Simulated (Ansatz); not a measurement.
Relaxed-ion elastic tensor of GaAs (zinc blende, space group No. 216) in GPa (Voigt order), the program Ansatz at the LDA level (PAW); density 5.46 g/cm³, 21.98 Å³ per atom.

```json
[
 {"": "1", "1": "117", "2": "53.1", "3": "53.1", "4": "0.0", "5": "0.0", "6": "0.0"},
 {"": "2", "1": "53.1", "2": "117", "3": "53.1", "4": "0.0", "5": "0.0", "6": "0.0"},
 {"": "3", "1": "53.1", "2": "53.1", "3": "117", "4": "0.0", "5": "0.0", "6": "0.0"},
 {"": "4", "1": "0.0", "2": "0.0", "3": "0.0", "4": "58.7", "5": "0.0", "6": "0.0"},
 {"": "5", "1": "0.0", "2": "0.0", "3": "0.0", "4": "0.0", "5": "58.7", "6": "0.0"},
 {"": "6", "1": "0.0", "2": "0.0", "3": "0.0", "4": "0.0", "5": "0.0", "6": "58.7"}
]
```

Q: Is the crystal mechanically stable?

A: Yes: the smallest eigenvalue of C is 58.7 GPa.

Q: Work out the Voigt, Reuss and Hill averages.

A: K_V = 74.5, K_R = 74.5, K_H = 74.5; G_V = 48.0, G_R = 44.0, G_H = 46.0 GPa.

Q: Give Young's modulus, Poisson's ratio, Pugh's ratio and the universal anisotropy index.

A: E = 9KG/(3K + G) = 114 GPa; ν = 0.24; K/G = 1.62 (brittle by the Pugh limit of 1.75); A_U = 5G_V/G_R + K_V/K_R − 6 = 0.45.

Q: Estimate the sound speeds and the Debye temperature.

A: v_l = √((K + 4G/3)/ρ) = 4990 m/s, v_t = √(G/ρ) = 2900 m/s, mean 3220 m/s; Θ = (h/k)(3n/4πV)^(1/3) v_m = 342 K.

Q: Give the Zener ratio and Young's modulus along [100], [110] and [111].

A: A = 2C44/(C11 − C12) = 1.83; 1/E = S11 − 2(S11 − S12 − S44/2)Γ with Γ = 0, 1/4, 1/3 gives 84.1, 120, 139 GPa.

Space group F-43m (zinc blende). The LDA relaxation kept the symmetry of its start.

Potentials: the earlier of the program's two PAW sets. The files were generated under PBE; for other functionals the program regenerates the frozen cores, and for LDA and PBEsol the local potential too.
